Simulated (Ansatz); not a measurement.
Consider the following.

ScB2:
```xyz
3
Lattice="-1.3297 1.3297 4.2776 1.3297 -1.3297 4.2776 1.3297 1.3297 -4.2776" Properties=species:S:1:pos:R:3 pbc="T T T"
Sc     0.0000     0.0000     0.0000
B      0.0000     0.0000     2.4676
B      0.0000     0.0000     6.0877
```

This is the PBEsol-relaxed structure.

**Question.** All from plane-wave PAW PBEsol (Ansatz code), unless another level is named. Estimate the electronic character.

**Answer.** metallic (no gap).

**Question.** What about the formation energy from the elements (no fitted shifts)?

**Answer.** 0.38 eV/atom.

**Question.** Give the density of states at the Fermi level.

**Answer.** 0.56 states/eV per atom (mean over ±0.08 eV).

Space group I4/mmm (MoSi2 or CaC2 type). The cell is a constructed one: a structure type filled with these elements; neither database checked (COD, Materials Project) lists it. COD files the formula under space group No. 191. Whether it is the stable phase at ambient conditions was not checked. The cell was relaxed with PBEsol under the symmetry of its start. At this level the phase is dynamically unstable (imaginary phonons). No spin polarisation was allowed. The references are the lowest solids computed at this level, not always the standard phases.

Potentials: the earlier of the program's two PAW sets. The files were generated under PBE; for other functionals the program regenerates the frozen cores, and for LDA and PBEsol the local potential too.
